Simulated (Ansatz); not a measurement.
The elements of this relaxed trial crystal are hidden behind letters.

```
lattice vectors (Å)
   3.9677    0.0000    0.0000
  -1.9838    3.4361    0.0000
   0.0000    0.0000    6.6938
fractional positions
X 0.0000 0.0000 0.7094
X 0.0000 0.0000 0.2906
X 0.6667 0.3333 0.0000
Z 0.6667 0.3333 0.5000
Z 0.3333 0.6667 0.0000
```

Level of theory: DFT PBE, scalar-relativistic, plane waves, PAW in Ansatz. Plane waves to 420 eV, a 12×12×6 mesh through Γ for the 5-atom cell and 0.10 eV Gaussian smearing; no spin polarisation.

* Space group: P-6m2 (No. 187)
* Conventional cell: a = 3.968 Å, c = 6.694 Å
* Volume per atom: 18.25 Å³
* Density: 2.60 g/cm³
* Energy over the elements: +0.04 eV/atom
* Gap on the 12×12×6 mesh of the 5-atom cell: 0 eV (a metal)

Energies are uncorrected and count from the elements' standard states at the same level.

**Question.** X is a p-block element of period 3 and Z is a p-block element of period 3. Which elements are they?

**Answer.** X = Al, Z = P, so the formula is Al3P2. Density times volume gives a mean mass of 2.60 × 18.25/1.6605 = 28.6 u per atom, and this set has 28.6 u. Among the elements that the hints allow, noble gases aside, only these give it. Al on a site of symmetry 3m has 3 P at 2.69 Å, 1 Al at 2.80 Å, 3 Al at 3.01 Å and 3 P at 3.01 Å; Al on a site of symmetry -6m2 has 3 P at 2.29 Å and 6 Al at 3.01 Å; P on its first site is surrounded by 6 Al at 2.69 Å; 1 more site not described.

An odd number of electrons in the primitive cell allows no gap without spin; a larger cell or a magnetic state could open one. The cell is a metal run without spin; a magnetic state may lie lower. Symmetry constrained the relaxation, so the result can be a saddle point. Another cell of Al3P2 relaxed alike, in R-3m, lies 290 meV/atom lower, so this cell isn't the stable form at this level.
